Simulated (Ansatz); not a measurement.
ScSi: from a starting cell to a relaxed one

The relaxed structure here is a generated cell of ScSi: the first start was made by placing the elements on the sites of a structure type, and the end was not matched to a known phase here, so it may be hypothetical.

The start is a generated trial cell of ScSi in the AFLOW prototype AB_hP4_186_b_b (B4, as in ZnS). A full variable-cell relaxation at zero pressure is run with PBE (plane waves to 420 eV, PAW, scalar-relativistic; Ansatz, a first-principles code). First-step values are on the input's coarse k-mesh.

Ansatz input (later rounds restart from its end on a renewed k-mesh):
Ansatz 0.2 input:
```yaml
crystal:
  lattice:
    - [3.688909, 0, 0]
    - [-1.8444545, 3.1946889, 0]
    - [0, 0, 6.0415813]
  atoms:
    - { symbol: Sc, position: [0.66666667, 0.33333333, 0] }
    - { symbol: Sc, position: [0.33333333, 0.66666667, 0.5] }
    - { symbol: Si, position: [0.66666667, 0.33333333, 0.6252] }
    - { symbol: Si, position: [0.33333333, 0.66666667, 0.1252] }
basis: { ecutwfc: 420, ecutrho_ratio: 4, xc_grid: 2, fft_grid_basis: typed }
kpoints: { mp_grid: { grid: [7, 7, 4] } }
hamiltonian:
  xc: pbe
  dispersion: none
  pseudopotentials: { kind: paw }
scf: { occupations: { method: fermi_dirac, width: 0.05 } }
relax: { f_tol: 0.01, max_steps: 100, cell: { stress_tol: 0.02 } }
output: { forces: true, stress: true }
```

Q: How large is the pressure on the unrelaxed cell, and of which sign?

A: +46 GPa (positive: the cell is compressed).

Q: Which atoms feel the largest initial force, and how large is it?

A: About 0.3 eV/Å, on Sc1, Sc2, Si3, Si4 (atoms numbered as listed).

Q: Does the structure survive the relaxation? Give the final space group.

A: The space group goes from P6₃mc (No. 186) to P6₃/mmc (No. 194), with 4 atoms in the primitive cell.

Q: By how much does the energy per atom fall from start to end?

A: 1.63 eV/atom.

Q: How does the volume change?

A: +45.1 %, from 17.80 to 25.82 Å³/atom.

Q: How do the shortest distances between atoms change?

A: The closest pairs of elements (up to four, under 3.6 Å), start → end: Sc–Si 2.26 → 2.66 Å.

Q: Is the relaxed structure metallic? Give its gap.

A: No gap (metallic).

Q: Write out the relaxed structure.

A: 
```cif
data_Sc2Si2
_chemical_formula_sum 'Sc2 Si2'
_space_group_name_H-M_alt 'P63/mmc'
_space_group_IT_number 194
_space_group_name_Hall '-P 6c 2c'
_cell_length_a 4.73069
_cell_length_b 4.73069
_cell_length_c 5.32939
_cell_angle_alpha 90.000
_cell_angle_beta 90.000
_cell_angle_gamma 120.000
loop_
_atom_site_label
_atom_site_type_symbol
_atom_site_symmetry_multiplicity
_atom_site_Wyckoff_symbol
_atom_site_fract_x
_atom_site_fract_y
_atom_site_fract_z
_atom_site_occupancy
Sc1 Sc 2 d 0.66667 0.33333 0.25000 1
Si1 Si 2 c 0.33333 0.66667 0.25000 1
```

Final values are on a 11×11×9 k-mesh of the relaxed cell. No spin polarisation in the result.

The run could not lose the symmetry of its start, so the end can be a saddle point.
